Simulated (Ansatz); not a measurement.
# WS3, before and after

The guess for WS3 was made by a generator: random sheet by layer group and Wyckoff sites. The dimensions are guesses.

This is a two-dimensional sheet: the third axis spans vacuum and isn't periodic. Symmetry isn't written into the files.

start.cif

```cif
data_structure
_symmetry_space_group_name_H-M 'P 1'
_symmetry_Int_Tables_number 1
_cell_length_a 4.0272
_cell_length_b 4.0272
_cell_length_c 18.0000
_cell_angle_alpha 90.000
_cell_angle_beta 90.000
_cell_angle_gamma 90.000
_cell_volume 291.93
loop_
_atom_site_label
_atom_site_type_symbol
_atom_site_fract_x
_atom_site_fract_y
_atom_site_fract_z
_atom_site_occupancy
W1 W 0.00000 0.00000 0.50000 1
S1 S 0.00000 0.00000 0.58396 1
S2 S 0.00000 0.00000 0.41604 1
S3 S 0.50000 0.50000 0.50000 1
```

Method: DFT PBE, scalar-relativistic, plane waves, PAW (Ansatz 0.2.0). Cutoff 420 eV, Gaussian smearing, Γ-centred meshes. In-plane cell and atoms relax first on a coarse mesh and then on a finer one. In metals the finer mesh still leaves noise of several meV/atom or more. The steps can't lower the symmetry of their start. No spin polarisation.

end.cif

```cif
data_structure
_symmetry_space_group_name_H-M 'P 1'
_symmetry_Int_Tables_number 1
_cell_length_a 3.4353
_cell_length_b 3.4353
_cell_length_c 32.4745
_cell_angle_alpha 90.000
_cell_angle_beta 90.000
_cell_angle_gamma 90.000
_cell_volume 383.24
loop_
_atom_site_label
_atom_site_type_symbol
_atom_site_fract_x
_atom_site_fract_y
_atom_site_fract_z
_atom_site_occupancy
W1 W 0.00000 0.00000 0.27714 1
S1 S 0.00000 0.00000 0.34763 1
S2 S 0.00000 0.00000 0.20666 1
S3 S 0.50000 0.50000 0.27714 1
```

The symmetry stays p4/mmm (No. 61). The area per atom shrinks by 27.2 %, from 4.1 to 3.0 Å². The shortest distance goes from 1.51 Å (W–S) to 2.29 Å (W–S). The energy falls by about 7.4 eV/atom (the start's value is from the coarse mesh). The program sets the height of the box itself, so the height of the cell differs between start and end.

* Layer group: p4/mmm (No. 61)
* In-plane cell: a = 3.435 Å, b = 3.435 Å, γ = 90.0°
* Area per atom: 2.95 Å²
* Thickness between the outermost nuclei: 4.58 Å
* Energy over the elements: +0.28 eV/atom
* Gap on the 14×14×1 mesh of the 4-atom cell: 0 eV (a metal)

The zero of energy is the elements' standard structures at the same level; no fitted shifts are applied. The separate elements lie lower, so it is unstable against them.

The last run used Gaussian smearing of 0.10 eV. Spin–orbit coupling, which can matter for W, is left out. The reference form of S is held partly by dispersion forces, which this level lacks. A structure relaxed within its symmetry needn't be a true minimum. In all, the 4 runs took 93 s on 1 thread of Intel(R) Xeon(R) 6975P-C (Granite Rapids), with other jobs on the host.
